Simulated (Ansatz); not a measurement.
Input:

CaTaO$_{3}$:
```cif
data_CaO3Ta
_chemical_formula_sum 'Ta1 Ca1 O3'
_space_group_name_H-M_alt 'P 1'
_space_group_IT_number 1
_cell_length_a 4.00526
_cell_length_b 4.00526
_cell_length_c 3.99087
_cell_angle_alpha 90.000
_cell_angle_beta 90.000
_cell_angle_gamma 90.000
loop_
_space_group_symop_operation_xyz
  'x, y, z'
loop_
_atom_site_label
_atom_site_type_symbol
_atom_site_fract_x
_atom_site_fract_y
_atom_site_fract_z
_atom_site_occupancy
Ta1 Ta 0.50000 0.50000 0.52424 1
Ca1 Ca 0.00000 0.00000 0.13505 1
O1 O 0.00000 0.50000 0.50536 1
O2 O 0.50000 0.00000 0.50536 1
O3 O 0.50000 0.50000 0.02018 1
```

This is the PBEsol-relaxed structure.

Problem. All from plane-wave PAW PBEsol (Ansatz code), unless another level is named. Estimate the highest zone-centre frequency.

Solution. 651 cm⁻¹.

Problem. What about the bulk modulus (Birch–Murnaghan fit)?

Solution. 165 GPa.

Space group P4mm. The start of the workflow was typed in or built on a structure type; neither database checked (COD, Materials Project) lists it. Whether it is the stable phase at ambient conditions was not checked. The cell was relaxed with PBEsol under the symmetry of its start; its stability against distortions is not shown here. No spin polarisation was allowed. The volume moved by -22 % from the start of the relaxation. With an odd number of electrons in the cell and no spin polarisation, the count alone makes it a metal. As this level gives no gap, phonon frequencies hold no LO–TO term and depend on the k-mesh and smearing (Fermi–Dirac, 0.1 eV here). Scalar-relativistic: spin–orbit coupling is off unless named, which matters more the heavier the elements.

Potentials: the earlier of the program's two PAW sets. The files were generated under PBE; for other functionals the program regenerates the frozen cores, and for LDA and PBEsol the local potential too.
